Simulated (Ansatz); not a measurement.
Relaxed-ion elastic tensor of Li (simple cubic, space group No. 221) in GPa (Voigt order), the program Ansatz at the PBE level (PAW); density 0.56 g/cm³, 20.44 Å³ per atom.

```json
[
 {"": "1", "1": "57.5", "2": "-10.5", "3": "-10.5", "4": "0.0", "5": "0.0", "6": "0.0"},
 {"": "2", "1": "-10.5", "2": "57.5", "3": "-10.5", "4": "0.0", "5": "0.0", "6": "0.0"},
 {"": "3", "1": "-10.5", "2": "-10.5", "3": "57.5", "4": "0.0", "5": "0.0", "6": "0.0"},
 {"": "4", "1": "0.0", "2": "0.0", "3": "0.0", "4": "-6.3", "5": "0.0", "6": "0.0"},
 {"": "5", "1": "0.0", "2": "0.0", "3": "0.0", "4": "0.0", "5": "-6.3", "6": "0.0"},
 {"": "6", "1": "0.0", "2": "0.0", "3": "0.0", "4": "0.0", "5": "0.0", "6": "-6.3"}
]
```

### Question
Is the crystal mechanically stable?

### Answer
No: the smallest eigenvalue of C is -6.3 GPa.

Space group Pm-3m (simple cubic). The cell is a constructed one: a structure type filled with these elements; neither database checked (COD, Materials Project) lists it. It is not the phase usual at ambient conditions (space group No. 229). The cell was relaxed with PBE under the symmetry of its start. At this level the phase is dynamically unstable (imaginary phonons). As this level gives no gap, shear constants depend on the k-mesh and smearing (Fermi–Dirac, 0.1 eV here).

Potentials: the later of the program's two PAW sets.
